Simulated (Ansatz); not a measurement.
Structure optimisation: selenium, hcp

Computed with Ansatz, DFT, PBEsol, plane waves (420 eV) with PAW, scalar-relativistic. (PAW data from PBE, frozen cores regenerated.)

k-point mesh 12×12×6, Fermi-Dirac smearing 0.1 eV, no spin polarisation. Cell and atoms relax.

Starting structure:

```xyz
2
Lattice="3.1360 0.0000 0.0000 -1.5680 2.7159 0.0000 0.0000 0.0000 5.1211" Properties=species:S:1:pos:R:3 pbc="T T T"
Se    0.0000    1.8106    1.2803
Se    1.5680    0.9053    3.8409
```

Question: What cell does the relaxation end in?

Answer: P6_3/mmc with a = 3.561 Å, c = 3.829 Å (c/a = 1.076); 21.02 Å³ per atom against 21.81 at the start (-3.6 %).

The cell has left the hcp structure type; it ends in P6_3/mmc.

Question: How much energy does the relaxation gain?

Answer: 371.1 meV per atom.
